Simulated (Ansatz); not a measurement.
A geometry of Fe away from equilibrium: step 2 of the relaxation of a relaxed Fe cell, doubled along one cell vector, shaken by Gaussian noise of σ = 0.08 Å a coordinate. The numbers are results of PBEsol (plane waves to 420 eV, PAW, scalar-relativistic; Ansatz, a quantum-chemistry and plane-wave program), not measurements. Γ-centred k-mesh 8×16×16 on the run's cell (coarser than for final values), Fermi–Dirac smearing 0.05 eV.

```xyz
2
Lattice="-2.7898 2.7910 2.7825 1.3956 -1.3908 1.3873 1.3956 1.3915 -1.3866" Properties=species:S:1:pos:R:3:forces:R:3 pbc="T T T" free_energy=-8897.673 pressure_GPa=0.6
Fe     0.0355     0.1042    -0.1213   -0.0276    0.1979    0.7132
Fe    -1.3650     1.4682     1.3772    0.0276   -0.1979   -0.7132
```

Positions in Å, forces in eV/Å, free energy of the cell in eV (comparable only within this code, potentials and settings). Largest force: 0.74 eV/Å, on Fe1, Fe2 (atoms numbered as listed); the geometry lies 0.02 eV/atom above the end of its relaxation.

Spin-polarised start, with parallel moments on Fe.

Spin state reached: ferromagnetic (net 2.10 μB/atom), from parallel starting moments; other spin orders were not run from this start.

The run could not lose the symmetry of its start.
